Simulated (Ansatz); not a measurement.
The start is a generated cell, TaAs placed in the AFLOW prototype AB_oP4_51_e_f (B19, as in CdAu). Cell shape, volume and atoms are optimised at zero target pressure with PBEsol (plane waves to 420 eV, PAW, scalar-relativistic; Ansatz, a quantum-chemistry and plane-wave program). The first steps use a coarse 5×7×5 k-mesh.

Input geometry:
```
CELL_PARAMETERS angstrom
      4.80486     0.00000     0.00000
      0.00000     3.18067     0.00000
      0.00000     0.00000     4.90561
ATOMIC_POSITIONS crystal
  As 0.75000 0.50000 0.31250
  As 0.25000 0.50000 0.68750
  Ta 0.75000 0.00000 0.81250
  Ta 0.25000 0.00000 0.18750
```

Task: What pressure does the first self-consistent step give?

Result: -18 GPa (negative: the cell is under tension).

Task: What is the largest force in the starting geometry, and on which atom (counted from 1)?

Result: About 1.3 eV/Å, on As1, As2 (atoms numbered as listed).

Task: What symmetry does the relaxed structure have?

Result: The space group goes from Pmma (No. 51) to Pm-3m (No. 221); the end is CsCl type, with 2 atoms in the primitive cell.

Task: By how much does the energy per atom fall from start to end?

Result: 0.37 eV/atom.

Task: How does the volume change?

Result: -14.4 %, from 18.74 to 16.05 Å³/atom.

Task: How do the shortest distances between atoms change?

Result: The closest pairs of elements (up to four, under 3.6 Å), start → end: As–Ta 2.92 → 2.75 Å; As–As 3.03 → 3.18 Å; Ta–Ta 3.03 → 3.18 Å.

Task: Write out the relaxed structure.

Result: 
Space group Pm-3m (No. 221); a = b = c = 3.1781 Å, α = β = γ = 90.00°

| atom | site | symmetry | x | y | z |
|---|---|---|---|---|---|
| As | 1a | m-3m | 0.0000 | 0.0000 | 0.0000 |
| Ta | 1b | m-3m | 0.5000 | 0.5000 | 0.5000 |

Final values are on a 15×15×15 k-mesh of the relaxed cell. No spin polarisation in the result.

The run could not lose the symmetry of its start, so the end can be a saddle point.

The relaxed structure here is a generated cell of TaAs: the first start was made by placing the elements on the sites of a structure type, and the end was not matched to a known phase here, so it may be hypothetical. Known forms of TaAs include space group No. 109.
